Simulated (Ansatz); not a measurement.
A geometry of Ti$_{3}$Al away from equilibrium: step 2 of the relaxation of a generated cell, Ti3Al placed in the AFLOW prototype AB3_hR8_148_c_f (D0_5, as in BiI3). Calculation: PBE (plane waves to 420 eV, PAW, scalar-relativistic; Ansatz, a first-principles code). Γ-centred k-mesh 7×7×7 on the run's cell (coarser than for final values), Fermi–Dirac smearing 0.05 eV.

```xyz
8
Lattice="2.7776 1.6036 5.2242 -2.7776 1.6036 5.2242 0.0000 -3.2073 5.2242" Properties=species:S:1:pos:R:3:forces:R:3 pbc="T T T" free_energy=-16069.705 pressure_GPa=7.2
Al     0.0000     0.0000     5.2239    0.0000    0.0000    0.0546
Al     0.0000     0.0000    10.4486    0.0000    0.0000   -0.0546
Ti    -1.9164     0.1118     6.7501   -0.5031    0.9681    1.3446
Ti     0.8614    -1.7156     6.7501   -0.5869   -0.9198    1.3446
Ti     1.0551     1.6038     6.7501    1.0900   -0.0484    1.3446
Ti     1.9164    -0.1118     8.9225    0.5031   -0.9681   -1.3446
Ti    -0.8614     1.7156     8.9225    0.5869    0.9198   -1.3446
Ti    -1.0551    -1.6038     8.9225   -1.0900    0.0484   -1.3446
```

Positions in Å, forces in eV/Å, free energy of the cell in eV (comparable only within this code, potentials and settings). Largest force: 1.73 eV/Å, on Ti3, Ti4, Ti5, Ti6, Ti7, Ti8 (atoms numbered as listed); the geometry lies 0.37 eV/atom above the end of its relaxation.

No spin polarisation in the result.

The run could not lose the symmetry of its start: the end is stationary, and may be a saddle point rather than a minimum.

The end of the path is a generated cell of Ti3Al: the first start was made by placing the elements on the sites of a structure type, and the end was not matched to a known phase here, so it may be hypothetical. Known forms of Ti3Al include space group No. 194.
